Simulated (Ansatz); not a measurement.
Relaxed candidate structures of Zn2SnO4:

A. Fd-3m, origin choice 1 (No. 227), cF56, spinel type; a = b = c = 8.6367 Å, α = β = γ = 90.00°; Zn 16c (0.125, 0.125, 0.125); Sn 8b (0.500, 0.500, 0.500); O 32e (0.368, 0.368, 0.368)

B. Imma (No. 74), oI28; a = 5.993 Å, b = 6.242 Å, c = 8.672 Å, α = 90.00°, β = 90.00°, γ = 90.00°; Zn 4e (0.000, 0.250, 0.142); Zn 4d (0.250, 0.250, 0.750); Sn 4b (0.000, 0.000, 0.500); O 8h (0.000, 0.017, 0.736); O 8i (0.235, 0.250, 0.501)

**Question.** Rank these by energy per atom (lowest first), as PBEsol (plane waves to 420 eV, PAW, scalar-relativistic; Ansatz, an electronic-structure program) gives it.

**Answer.** B (reference, the lowest among the structures calculated here), A (+0.100 eV/atom)

**Question.** Give each candidate's band gap.

**Answer.** No candidate is metallic. A: 0.44 eV (no spin-orbit coupling); B: 0.92 eV (no spin-orbit coupling).

Each run could gain symmetry but not lose that of its start, so entries can be saddle points. From databases, or of a type measured for this composition: Imma, oI28; the others are generated cells (placed on structure types, drawn at random, substituted or restacked) that were not matched to a known phase here. Static energies at zero pressure. No spin polarisation in the result. Gaps of cells over 8 atoms come from the SCF mesh and high-symmetry points alone.
